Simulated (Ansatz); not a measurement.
NaCdF3:
```cif
data_Cd2F6Na2
_chemical_formula_sum 'Na2 Cd2 F6'
_space_group_name_H-M_alt 'P 1'
_space_group_IT_number 1
_cell_length_a 5.99394
_cell_length_b 5.99394
_cell_length_c 5.99394
_cell_angle_alpha 57.075
_cell_angle_beta 57.075
_cell_angle_gamma 57.075
loop_
_space_group_symop_operation_xyz
  'x, y, z'
loop_
_atom_site_label
_atom_site_type_symbol
_atom_site_fract_x
_atom_site_fract_y
_atom_site_fract_z
_atom_site_occupancy
Na1 Na 0.70886 0.70886 0.70886 1
Na2 Na 0.20886 0.20886 0.20886 1
Cd1 Cd 0.99783 0.99783 0.99783 1
Cd2 Cd 0.49783 0.49783 0.49783 1
F1 F 0.29666 0.61269 0.88797 1
F2 F 0.88797 0.29666 0.61269 1
F3 F 0.61269 0.88797 0.29666 1
F4 F 0.38797 0.11269 0.79666 1
F5 F 0.11269 0.79666 0.38797 1
F6 F 0.79666 0.38797 0.11269 1
```

Relaxed with r²SCAN.

Question: Tabulate the valence density and the electron localisation function along the shortest Cd–F contact (2.20 Å), plane-wave PAW r²SCAN (Ansatz code).

Answer: 

```
distance from Cd (Å)  density (e/Å³)   ELF
--------------------  --------------  ----
0.22                           21.68  0.84
0.33                           16.88  0.74
0.44                           11.89  0.64
0.55                            7.55  0.56
0.66                            4.31  0.48
0.77                            2.24  0.39
0.88                            1.12  0.27
0.99                            0.61  0.14
1.10                            0.43  0.08
1.21                            0.42  0.12
1.32                            0.56  0.34
1.43                            0.88  0.64
1.54                            1.50  0.77
1.65                            2.74  0.80
1.76                            4.87  0.77
1.87                            7.74  0.70
1.98                           10.72  0.57
```

The density is the valence pseudo-density with augmentation charge, so density and ELF within about 1 Å of a nucleus are not all-electron values.

Space group R3c. The workflow started from a Materials Project entry (that database holds measured and hypothetical structures alike); the Crystallography Open Database copy checked does not list it. With Na and Cd taken as one species the cell has the higher symmetry R-3c, so it may be an ordered model of a mixed-site phase. Its standing as an ambient phase is unchecked. Symmetry was held in the r²SCAN relaxation; its stability against distortions is not shown here.

Potentials: the later of the program's two PAW sets.
